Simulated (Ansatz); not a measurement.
Lu2MnS4:
```xyz
14
Lattice="0.0000 5.3758 5.3758 5.3758 0.0000 5.3758 5.3758 5.3758 0.0000" Properties=species:S:1:pos:R:3 pbc="T T T"
Mn     5.3758     5.3758     5.3758
Mn     8.0637     8.0637     8.0637
Lu     1.3439     1.3439     1.3439
Lu     1.3439     4.0318     4.0318
Lu     4.0318     4.0318     1.3439
Lu     4.0318     1.3439     4.0318
S      9.4444     9.4444     9.4444
S      3.9951     6.7565     6.7565
S      6.6830     6.6830     9.4444
S      6.7565     3.9951     6.7565
S      9.4444     6.6830     6.6830
S      3.9951     3.9951     3.9951
S      6.6830     9.4444     6.6830
S      6.7565     6.7565     3.9951
```
Starting moments (μB, in the order of the atoms Mn Mn Lu Lu Lu Lu S S S S S S S S): 4.4 4.4 0.1 0.1 0.1 0.1 0.1 0.1 0.1 0.1 0.1 0.1 0.1 0.1.

Relaxed with PBEsol. Independent-particle spectrum: no excitons, no local fields, no scissors shift; 0.1 eV broadening; ε₁ of the summed bands alone.

Problem. Tabulate the dielectric function from PBEsol in the plane-wave PAW code Ansatz.

Solution. 

```tsv
E (eV)	ε₁ xx	ε₂ xx
0.0	7.81	0.00
0.4	7.90	0.00
0.8	8.15	0.26
1.2	8.28	0.25
1.6	8.84	0.23
2.0	10.01	0.30
2.4	12.43	2.39
2.8	13.43	5.32
3.2	8.86	10.81
3.6	4.69	9.01
4.0	3.86	7.86
4.4	2.69	6.11
4.8	3.47	4.95
5.2	4.14	4.84
5.6	4.42	5.12
6.0	4.43	6.64
6.4	3.32	6.37
6.8	3.51	7.50
7.2	0.63	8.70
7.6	0.14	7.01
8.0	-0.75	6.72
8.4	-1.48	5.26
8.8	-1.20	4.19
9.2	-1.10	4.69
9.6	-1.58	3.94
10.0	-1.96	3.37
10.4	-1.46	2.36
10.8	-0.82	2.41
11.2	-1.23	2.49
11.6	-1.08	2.06
12.0	-0.95	1.94
```

Problem. From ε at 2.1 eV (xx: 10.53 + 0.38i), find n, k, the normal reflectivity and the absorption coefficient.

Solution. n = 3.24, k = 0.059, R = 28 %, α = 2kE/ħc = 13000 cm⁻¹.

With all bands, ε∞ without local fields is 7.88.

Space group Fd-3m (spinel). The workflow started from an entry of the Crystallography Open Database (COD). Its standing as an ambient phase is unchecked. Symmetry was held in the PBEsol relaxation; whether a distortion lowers the energy is not shown. The final state is ferromagnetic, chosen from 2 collinear starts compared on coarse meshes (ties went to the first, and starts can fall back to one state), not a proven ground state. The program gave a warning on the electronic state, which may not be the lowest. No Hubbard U is applied. Scalar-relativistic: spin–orbit coupling is off unless named, which matters more the heavier the elements.

Potentials: the later of the program's two PAW sets.
